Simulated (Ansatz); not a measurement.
Given:

Te₂Mo:
```cif
data_Mo4Te8
_chemical_formula_sum 'Te8 Mo4'
_space_group_name_H-M_alt 'P21/m'
_space_group_IT_number 11
_space_group_name_Hall '-P 2yb'
_cell_length_a 6.32330
_cell_length_b 3.49161
_cell_length_c 14.31759
_cell_angle_alpha 90.000
_cell_angle_beta 92.279
_cell_angle_gamma 90.000
loop_
_atom_site_label
_atom_site_type_symbol
_atom_site_symmetry_multiplicity
_atom_site_Wyckoff_symbol
_atom_site_fract_x
_atom_site_fract_y
_atom_site_fract_z
_atom_site_occupancy
Te1 Te 2 e 0.43367 0.25000 0.64343 1
Te2 Te 2 e 0.58200 0.25000 0.10152 1
Te3 Te 2 e 0.09058 0.75000 0.14351 1
Mo1 Mo 2 e 0.67951 0.25000 0.49299 1
Te4 Te 2 e 0.06292 0.25000 0.39839 1
Mo2 Mo 2 e 0.18082 0.25000 0.00725 1
```

This is the r²SCAN+D4-relaxed structure.

All from plane-wave PAW r²SCAN+D4 (Ansatz code), unless another level is named. Give the electronic character.

metallic (no gap).

What about the density of states at the Fermi level?

0.17 states/eV per atom (mean over ±0.08 eV).

What about the formation energy from the elements (no fitted shifts)?

-0.30 eV/atom.

Space group P2_1/m. The workflow started from an entry of the Crystallography Open Database (COD), which files this formula under 2 space groups. It is not the phase usual at ambient conditions (space group No. 194). The r²SCAN+D4 relaxation kept the symmetry of its start; whether a distortion lowers the energy is not shown. No spin polarisation was allowed. The references are the lowest solids computed at this level, not always the standard phases. Spin–orbit coupling is left out wherever it is not named.

Potentials: the earlier of the program's two PAW sets.
